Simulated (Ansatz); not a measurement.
TiSi₃O₈ on the sites of the rutile structure, 12 atoms and 72 valence electrons in a cell of about 101 Å³, was run 9 times in Ansatz 0.2.0, each time on 1 × NVIDIA H100 80GB HBM3 with 2 threads of AMD EPYC 7R13 Processor (Zen 3) (shared host). The times are single readings and vary with the host's load.

```
                   run  k mesh  irreducible k  cutoff (eV)  plane waves  bands  SCF iterations  wall time  peak host memory (GiB)
       relaxation, PBE   6×6×4             39          420         2055     48              68       18 s                     1.1
    relaxation, r2SCAN   6×6×4             39          500         2553     48              48          ?                       ?
            bands, PBE   6×6×6             52          420         1979     43               7      8.7 s                       1
  single point, r2SCAN   6×6×6             52          500         2553     43               8      6.2 s                     1.1
   single point, HSE06   4×4×4             21          420         1979     43              20       56 s                     2.8
field response, r2SCAN   6×6×4             76          500         2553     48              16          ?                       ?
    relaxation, PBEsol   6×6×4             39          420         1999     48              56       14 s                       1
     Γ phonons, PBEsol   4×4×4             36          420         1999     48              16          ?                       ?
    single point, PBE0   4×4×4             21          420         1979     43              20          ?                       ?
```

(1) What time and memory did the runs marked ? need?

Answers

(1)

| run | wall time | peak host memory (GiB) |
| --- | --- | --- |
| Γ phonons, PBEsol | 47 s | 2 |
| field response, r2SCAN | 68 s | 3.1 |
| single point, PBE0 | 57 s | 2.8 |
| relaxation, r2SCAN | 21 s | 1 |
